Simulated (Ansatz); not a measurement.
IrRu:
```
CELL_PARAMETERS angstrom
      1.34158     0.77456     4.39147
     -1.34158     0.77456     4.39147
      0.00000    -1.54912     4.39147
ATOMIC_POSITIONS crystal
  Ru 0.50000 0.50000 0.50000
  Ir 0.00000 0.00000 0.00000
```

Relaxed with PBEsol. Special points in fractions of this cell's reciprocal vectors: Γ (0.000, 0.000, 0.000); T (0.500, 0.500, 0.500); H2 (0.813, 0.187, 0.500); H0 (0.500, -0.187, 0.187); L (0.500, 0.000, 0.000); S0 (0.344, -0.344, 0.000); S2 (0.656, 0.000, 0.344); F (0.500, 0.000, 0.500).

Question: List the band energies nearest the Fermi level at these points for plane-wave PAW PBEsol (Ansatz code).

Answer: In eV from the Fermi level; about four levels below and three above (degenerate sets whole), none deeper than 8.9 eV; … stands for higher levels left out; points with the same levels are listed once.

```json
[
 {"k": "Γ", "below": "-3.01 -3.01 -0.62 -0.62", "above": "0.03 1.39 1.39"},
 {"k": "T", "below": "-0.76 -0.76 -0.20 -0.20", "above": "…"},
 {"k": "H2", "below": "-3.68 -2.70 -1.24 -1.16", "above": "0.93 1.11 6.36"},
 {"k": "L", "below": "-3.23 -2.67 -1.75 -1.09", "above": "1.35 1.74 4.40"},
 {"k": "S0", "below": "-3.83 -2.72 -1.41 -0.87", "above": "0.66 1.10 6.19"},
 {"k": "F", "below": "-6.59 -3.43 -3.36 -0.01", "above": "1.22 1.37 1.48"}
]
```

Space group R-3m. The first step of the workflow began from a Materials Project structure, measured or hypothetical; the Crystallography Open Database copy checked does not list it. With Ru and Ir taken as one species the cell has the higher symmetry Fm-3m, so it may be an ordered model of a mixed-site phase. Its standing as an ambient phase is unchecked. The cell was relaxed with PBEsol under the symmetry of its start; its stability against distortions is not shown here. The run is not spin-polarised. Scalar-relativistic: spin–orbit coupling is off unless named, which matters more the heavier the elements.

Potentials: the later of the program's two PAW sets.
